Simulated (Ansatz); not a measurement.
Space group P4/nmm:1 (No. 129). a = 3.916 Å, b = 3.916 Å, c = 9.037 Å, α = 90.00°, β = 90.00°, γ = 90.00°
```
atom site symmetry x y z
  Cu    2b      -4m2  0.0000  0.0000  0.5000
  Bi    2c       4mm  0.0000  0.5000  0.8612
  Se    2c       4mm  0.5000  0.0000  0.6724
   O    2a      -4m2  0.5000  0.5000  0.0000
```

Equation of state of this CuBiSeO structure (not necessarily the ground state), with shape and atoms relaxed at each volume where symmetry leaves them free. Method: DFT r2SCAN, scalar-relativistic, plane waves, PAW (Ansatz).

Plane waves to 500 eV, a k mesh through Γ of 10×10×4 on the computed 8-atom cell and Gaussian smearing (0.02 eV); no spin polarisation.

| V (Å³/atom) | E − E(largest V) (meV/atom) | P (GPa) | gap on mesh (eV) |
| --- | --- | --- | --- |
| 15.766 | 6.85 | 10.04 | 0.90 |
| 16.285 | -19.11 | 6.09 | 0.81 |
| 16.805 | -33.32 | 2.77 | 0.71 |
| 17.325 | -37.68 | 0.00 | 0.61 |
| 17.845 | -33.78 | -2.33 | 0.45 |
| 18.364 | -23.01 | -4.25 | 0.29 |
| 19.057 | 0.00 | -6.30 | 0.09 |

**Question.** Fit a third-order Birch–Murnaghan equation to E(V).

**Answer.** V0 = 17.32 Å³/atom, B0 = 84 GPa, B0' = 5.0.

Spin-orbit coupling is left out, which matters for the bands of heavy elements.

Cost: 7 runs of about 37 core-minutes in all, on Intel Xeon 6975P-C (Granite Rapids) (shared hosts).